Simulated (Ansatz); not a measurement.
The calculation used Ansatz 0.2.0, DFT PBE, scalar-relativistic, plane waves, PAW. All cells share a 420 eV cutoff and Γ-centred k meshes spaced at most about 0.3 Å⁻¹ (about 0.25 or finer for metals, 2π included). Collinear spin in cells that started with moments and kept them past the coarse steps, no spin elsewhere.

Temperature and zero-point effects are left out. All come from trial cells, and lower structures may exist.

Task: Order these relaxed structures of Yb2Zr by energy, lowest first, with the energy over the lowest of them.
A.

```xyz
6
Lattice="0.0000 4.4254 4.4254 4.4254 0.0000 4.4254 4.4254 4.4254 0.0000" Properties=species:S:1:pos:R:3 pbc="T T T"
Yb    1.1063    1.1063    1.1063
Yb    1.1063    3.3190    3.3190
Yb    3.3190    3.3190    1.1063
Yb    3.3190    1.1063    3.3190
Zr    4.4254    4.4254    4.4254
Zr    6.6380    6.6380    6.6380
```

B.

```xyz
3
Lattice="5.4448 0.0000 0.0000 -2.7224 4.7153 0.0000 0.0000 0.0000 3.2242" Properties=species:S:1:pos:R:3 pbc="T T T"
Yb    2.7224    1.5718    1.6121
Yb    0.0000    3.1435    1.6121
Zr    0.0000    0.0000    0.0000
```

C.

```xyz
3
Lattice="4.1533 0.0000 0.0000 0.0000 4.1533 0.0000 0.0000 0.0000 6.0350" Properties=species:S:1:pos:R:3 pbc="T T T"
Yb    0.0000    0.0000    3.0175
Yb    2.0767    2.0767    0.0000
Zr    0.0000    0.0000    0.0000
```

D.

```xyz
6
Lattice="4.5460 0.0000 0.0000 0.0000 4.5460 0.0000 0.0000 0.0000 8.5605" Properties=species:S:1:pos:R:3 pbc="T T T"
Yb    0.0000    2.2730    2.9315
Yb    2.2730    0.0000    5.6290
Yb    0.0000    0.0000    0.0000
Yb    2.2730    2.2730    0.0000
Zr    0.0000    2.2730    6.1369
Zr    2.2730    0.0000    2.4236
```

Result: B (0 meV/atom), D (214 meV/atom), A (326 meV/atom), C (546 meV/atom). Forms: B P6/mmm, no spin; D Cu2Sb type, P4/nmm, no spin; A cubic Laves (C15) type, Fd-3m, moments up to 1.0 μB; C P4/mmm, no spin. Counting all near atoms (those within 1.25 times the shortest distance at each site; a plus sign parts nearer from farther groups; a slash parts the counts of unlike sites): B has Yb 11, Zr 14; D has Yb 5+4/8+4, Zr 9; A has Yb 6+6, Zr 16; C has Yb 2/4, Zr 6. Even the lowest lies +0.25 eV/atom against the elements.

The 4f shell of Yb is treated without a Hubbard U. Another magnetic order may lie lower. Trial moments died out on the coarse mesh in P6/mmm, P4/nmm and P4/mmm; another magnetic start might hold. Cells relaxed within their symmetry can be saddle points. Some candidate types were left out of the draw beforehand, so a known form may be missing.
